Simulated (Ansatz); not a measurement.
SiO₂ in space group P3_121 (No. 152; Si on 3b, O on 6c), PBEsol in the plane-wave PAW code Ansatz, all energies at zero smearing, with the estimated change up to a 700 eV cutoff added, with one set of potentials and settings (totals compare only within such a set). Cell of 9 atoms (3 Si, 6 O): -5239.881 eV.

```json
[
 {"element": "Si", "reference phase": "Fd-3m, 2 atoms in the cell", "E (eV/atom)": "-621.4920"},
 {"element": "O", "reference phase": "C2/m, 4 atoms in the cell, spin-polarised", "E (eV/atom)": "-558.3554"}
]
```

Formation energy per atom, worked out: (-5239.881 − 3×(-621.4920) − 6×(-558.3554))/9 = -2.808 eV/atom (-271 kJ per mol of atoms), at 0 K, without zero-point energy or fitted corrections.

The cell was relaxed with PBEsol under the symmetry of its start. The references are the lowest solids computed at this level, not always the standard phases (solids in place of the gases).

Potentials: the later of the program's two PAW sets.
